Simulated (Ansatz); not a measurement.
All numbers below come from DFT PBE, scalar-relativistic, plane waves, PAW (Ansatz 0.2.0). All cells share a 420 eV cutoff and Γ-centred k meshes spaced at most about 0.3 Å⁻¹ (about 0.25 or finer for metals, 2π included). No spin polarisation in the final relaxations.

All energies are static (0 K, no zero-point motion).

Two relaxed structures of BiTe4:

A.

Space group Im-3m (No. 229). a = 7.222 Å, b = 7.222 Å, c = 7.222 Å, α = 90.00°, β = 90.00°, γ = 90.00°
```
atom  site  symmetry       x       y       z
  Bi    2a      m-3m  0.0000  0.0000  0.0000
  Te    8c      .-3m  0.2500  0.2500  0.2500
```

B.

Space group Cmmm (No. 65). a = 8.155 Å, b = 9.441 Å, c = 4.536 Å, α = 90.00°, β = 90.00°, γ = 90.00°
```tsv
atom	site	symmetry	x	y	z
Bi	2a	mmm	0.0000	0.0000	0.0000
Te	4h	2mm	0.7281	0.0000	0.5000
Te	4i	m2m	0.5000	0.8371	0.0000
```

Task: Which would you expect to be lower, and how large is the difference?

Result: B is lower, by 116 meV/atom. A has space group Im-3m (No. 229), 37.7 Å³/atom and no gap on its mesh; B has space group Cmmm (No. 65), 34.9 Å³/atom and no gap. Counting Te atoms around Bi (those within 1.25 times the shortest such distance or 1.15 times the sum of covalent radii), A has Bi 8 and B has Bi 6. The denser one is the lower, and pressure would at first widen the difference. Even the lower one lies +0.23 eV/atom against the reference forms of the elements (uncorrected), so neither is stable at this level. In A, around Bi lie 8 Te at 3.13 Å; around Te lie 2 Bi at 3.13 Å and 6 Te at 3.61 Å. In B, Bi is surrounded by 6 Te at 3.17–3.18 Å; Te on a site of symmetry 2mm is surrounded by 2 Bi at 3.17 Å, 4 Te at 3.31 Å and 1 Te at 3.72 Å; Te on a site of symmetry m2m is surrounded by 1 Te at 3.08 Å, 1 Bi at 3.18 Å and 4 Te at 3.31 Å. Both come from invented guesses. A third cell relaxed alike, in I4/mmm, lies 28 meV/atom below the lower of the two.

Spin–orbit coupling, which can matter for Bi and Te, is left out. In Im-3m, Cmmm an odd number of electrons in the primitive cell allows no gap without spin; a larger cell or a magnetic state could open one. A magnetic state wasn't ruled out in cells without spin, among them Im-3m, Cmmm. Cells relaxed within their symmetry can be saddle points.
